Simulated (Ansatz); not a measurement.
La$_{11}$Ni$_{4}$Ge$_{6}$:
```
CELL_PARAMETERS angstrom
     -4.39076     0.00000     0.00000
     -0.00106    -3.88598    13.60139
      2.19546     9.28999     0.00000
ATOMIC_POSITIONS crystal
  La 0.40517 0.21604 0.31039
  La 0.35502 0.64809 0.20993
  La 0.71340 0.09912 0.92662
  La 0.04604 0.12265 0.59198
  La 0.83685 0.40905 0.17370
  La 0.95396 0.87735 0.40802
  La 0.50000 0.50000 0.50000
  La 0.64498 0.35191 0.79007
  La 0.28660 0.90088 0.07338
  La 0.16315 0.59095 0.82630
  La 0.59483 0.78396 0.68961
  Ni 0.25316 0.45003 0.00640
  Ni 0.44049 0.02497 0.38099
  Ni 0.55951 0.97503 0.61901
  Ni 0.74684 0.54997 0.99360
  Ge 0.12866 0.95050 0.75722
  Ge 0.76100 0.73391 0.02206
  Ge 0.23900 0.26609 0.97794
  Ge 0.87134 0.04950 0.24278
  Ge 0.01402 0.34850 0.52811
  Ge 0.98598 0.65150 0.47189
```

Relaxed with r²SCAN. Special points in fractions of this cell's reciprocal vectors: Γ (0.000, 0.000, 0.000); X (0.500, 0.000, 0.000); Y (0.000, 0.500, 0.000); Z (0.000, 0.000, 0.500); R2 (-0.500, -0.500, 0.500); T2 (0.000, -0.500, 0.500); U2 (-0.500, 0.000, 0.500); V2 (0.500, -0.500, 0.000).

Problem. List the band energies nearest the Fermi level at these points for the program Ansatz at the r²SCAN level (PAW).

Solution. In eV from the Fermi level; about four levels below and three above (degenerate sets whole), none deeper than 8.9 eV; points with the same levels are listed once.

```json
[
 {"k": "Γ", "below": "-0.52 -0.25 -0.22 -0.07", "above": "0.02 0.09 0.26"},
 {"k": "X", "below": "-0.62 -0.61 -0.46 -0.21 -0.11", "above": "0.13 0.20 0.44"},
 {"k": "Y", "below": "-0.36 -0.30 -0.11 -0.01", "above": "0.03 0.28 0.58"},
 {"k": "Z", "below": "-0.43 -0.42 -0.29 -0.25", "above": "0.03 0.04 0.23"},
 {"k": "R2", "below": "-0.53 -0.50 -0.20 -0.01", "above": "0.01 0.33 0.36"},
 {"k": "T2", "below": "-0.26 -0.24 -0.21 -0.01", "above": "0.10 0.15 0.22"},
 {"k": "V2", "below": "-0.53 -0.50 -0.20 0.00", "above": "0.01 0.33 0.36"}
]
```

Space group C2/m. The first step of the workflow began from a Materials Project structure, measured or hypothetical; the Crystallography Open Database files this formula in space group No. 12, but the cells were not matched. Its standing as an ambient phase is unchecked. The r²SCAN relaxation kept the symmetry of its start; its stability against distortions is not shown here. The run is not spin-polarised. Point labels and valley counts follow the cell and symmetry of the run, lower than the named group. Scalar-relativistic: spin–orbit coupling is off unless named, which matters more the heavier the elements.

Potentials: the later of the program's two PAW sets.
